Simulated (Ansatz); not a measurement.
The relaxed structure here is a generated cell of GeRh3: the first start was made by placing the elements on the sites of a structure type, and the end was not matched to a known phase here, so it may be hypothetical.

Relaxation of a generated cell, GeRh3 built in the cementite structure type; 16 atoms in the cell, which starts as Pnma (No. 62), oP16; a = 6.753 Å, b = 8.953 Å, c = 6.001 Å, α = 90.00°, β = 90.00°, γ = 90.00°. Computed with r2SCAN (plane waves to 500 eV, PAW, scalar-relativistic; Ansatz, a program for electronic structure). Γ-centred k-mesh 3×2×3 on the run's cell (coarser than for final values), Fermi–Dirac smearing 0.05 eV. This is the first round of the run. 

The optimiser's lines from the output (shortened; P is positive under compression):

```
relax step   1: F+E_penalty+E_count = -94177.62889979 eV  Δ(F+E_penalty+E_count) = +0.000e0 eV  max|allowed force component| = 5.617e-1 eV/Å  Δτ_max = 0.0000 Å  P = -29.122 GPa  Ω = 362.869 Å³  (13 SCF iters, dr2 threshold 1.00e-7 eV, accepted)
relax step   2: F+E_penalty+E_count = -94186.55356411 eV  Δ(F+E_penalty+E_count) = -8.925e0 eV  max|allowed force component| = 2.840e-1 eV/Å  Δτ_max = 0.0107 Å  P = -27.790 GPa  Ω = 313.762 Å³  (9 SCF iters, dr2 threshold 1.60e-6 eV, accepted)
relax step   3: F+E_penalty+E_count = -94193.15615602 eV  Δ(F+E_penalty+E_count) = -6.603e0 eV  max|allowed force component| = 6.671e-1 eV/Å  Δτ_max = 0.0275 Å  P = -19.479 GPa  Ω = 271.403 Å³  (9 SCF iters, dr2 threshold 1.60e-6 eV, accepted)
relax step   4: F+E_penalty+E_count = -94196.49373406 eV  Δ(F+E_penalty+E_count) = -3.338e0 eV  max|allowed force component| = 9.601e-1 eV/Å  Δτ_max = 0.0893 Å  P = -2.324 GPa  Ω = 236.896 Å³  (9 SCF iters, dr2 threshold 1.60e-6 eV, accepted)
relax step   5: F+E_penalty+E_count = -94197.66018034 eV  Δ(F+E_penalty+E_count) = -1.166e0 eV  max|allowed force component| = 7.966e-1 eV/Å  Δτ_max = 0.2000 Å  P = -1.694 GPa  Ω = 232.178 Å³  (10 SCF iters, dr2 threshold 1.60e-6 eV, accepted)
relax step   6: F+E_penalty+E_count = -94198.73562683 eV  Δ(F+E_penalty+E_count) = -1.075e0 eV  max|allowed force component| = 5.127e-1 eV/Å  Δτ_max = 0.1944 Å  P = +0.032 GPa  Ω = 227.021 Å³  (10 SCF iters, dr2 threshold 1.60e-6 eV, accepted)
relax step   7: F+E_penalty+E_count = -94199.31405917 eV  Δ(F+E_penalty+E_count) = -5.784e-1 eV  max|allowed force component| = 6.565e-1 eV/Å  Δτ_max = 0.1951 Å  P = +0.715 GPa  Ω = 223.091 Å³  (9 SCF iters, dr2 threshold 1.60e-6 eV, accepted)
relax step   8: F+E_penalty+E_count = -94199.48137467 eV  Δ(F+E_penalty+E_count) = -1.673e-1 eV  max|allowed force component| = 4.032e-1 eV/Å  Δτ_max = 0.0992 Å  P = +2.998 GPa  Ω = 221.563 Å³  (9 SCF iters, dr2 threshold 1.60e-6 eV, accepted)
relax step   9: F+E_penalty+E_count = -94199.84376135 eV  Δ(F+E_penalty+E_count) = -3.624e-1 eV  max|allowed force component| = 3.235e-1 eV/Å  Δτ_max = 0.2000 Å  P = -0.160 GPa  Ω = 222.762 Å³  (9 SCF iters, dr2 threshold 1.60e-6 eV, accepted)
relax step  10: F+E_penalty+E_count = -94199.97244889 eV  Δ(F+E_penalty+E_count) = -1.287e-1 eV  max|allowed force component| = 6.140e-2 eV/Å  Δτ_max = 0.2000 Å  P = +0.234 GPa  Ω = 221.780 Å³  (9 SCF iters, dr2 threshold 1.60e-6 eV, accepted)
relax step  11: F+E_penalty+E_count = -94199.98064554 eV  Δ(F+E_penalty+E_count) = -8.197e-3 eV  max|allowed force component| = 9.038e-3 eV/Å  Δτ_max = 0.0599 Å  P = -0.037 GPa  Ω = 221.939 Å³  (8 SCF iters, dr2 threshold 7.26e-7 eV, accepted)
relax step  12: F+E_penalty+E_count = -94199.98117808 eV  Δ(F+E_penalty+E_count) = -5.325e-4 eV  max|allowed force component| = 2.777e-3 eV/Å  Δτ_max = 0.0178 Å  P = +0.029 GPa  Ω = 221.875 Å³  (8 SCF iters, dr2 threshold 4.63e-8 eV, accepted)
relax step  13: F+E_penalty+E_count = -94199.98120237 eV  Δ(F+E_penalty+E_count) = -2.429e-5 eV  max|allowed force component| = 5.545e-4 eV/Å  Δτ_max = 0.0043 Å  P = -0.002 GPa  Ω = 221.908 Å³  (8 SCF iters, dr2 threshold 2.55e-9 eV, accepted)
relax step  14: F+E_penalty+E_count = -94199.96142064 eV  Δ(F+E_penalty+E_count) = +1.978e-2 eV  max|allowed force component| = 6.659e-4 eV/Å  Δτ_max = 0.0000 Å  P = -0.019 GPa  Ω = 221.908 Å³  stress off target by 1.97e-2 GPa  SCF on the basis re-selected at this cell (its energy is not comparable with the rows above)  (9 SCF iters)
```

From the first to the last row the energy changes by -1.40 eV/atom and the volume by -38.8 %. The last row is marked as not comparable with the walk above it, whose basis was carried along; it does compare with step 1, since both stand on a basis selected at the nominal cutoff for their own cell.

Later rounds, restarted from the end of this one on a renewed k-mesh, logged 10 more steps and released under 0.01 eV/atom more. The final structure after all rounds: P4/mbm (No. 127), tP8; a = b = 5.219 Å, c = 4.076 Å, α = β = γ = 90.00°. Between re-selections the logged energies stand on a plane-wave basis carried along with the cell. No spin polarisation in the result.

The run could not lose the symmetry of its start, so the end can be a saddle point.
